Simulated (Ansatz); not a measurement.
This run works on a proposed trial structure, not on a known crystal.

Input and command of a plane-wave DFT calculation in Ansatz:

```yaml
crystal:
  lattice:
    - [1.64, 0.94685444, 13.9]
    - [-1.64, 0.94685444, 13.9]
    - [0.0, -1.89370888, 13.9]
  atoms:
    - { symbol: Zr, position: [0.0911, 0.0911, 0.0911] }
    - { symbol: Zr, position: [0.3638, 0.3638, 0.3638] }
    - { symbol: Zr, position: [0.9089, 0.9089, 0.9089] }
    - { symbol: Zr, position: [0.6362, 0.6362, 0.6362] }
    - { symbol: Cl, position: [0.7987, 0.7987, 0.7987] }
    - { symbol: Cl, position: [0.2013, 0.2013, 0.2013] }
basis:
  ecutwfc: 420
kpoints:
  mp_grid: { grid: [6, 6, 6] }
hamiltonian:
  xc: pbe
scf:
  occupations: { method: gaussian, width: 0.2 }
  lower_state_search: "off"
output:
  forces: true
  stress: true
  eigenvalues: true
relax:
  adjacent_minimum: "off"
  f_tol: 0.08
  max_steps: 16
  cell: { stress_tol: 0.8 }
```

```bash
ansatz run input.yaml --threads 1 --pin off --max-ram 2560MiB --backend cpu --events-out ev --progress --plain --runs-dir out
```

Processor: Intel(R) Xeon(R) Processor @ 2.50GHz (Skylake/Cascade Lake), 1 thread, on a host shared with other jobs.

**Question.** How long does it run, and how much memory does it take?

**Answer.** About 2.1 min, peak memory 0.48 GiB. It solves 38 bands at 32 k points (after reduction by symmetry) with about 2815 plane waves (on the last cell), in 29 SCF iterations over 4 ionic steps.
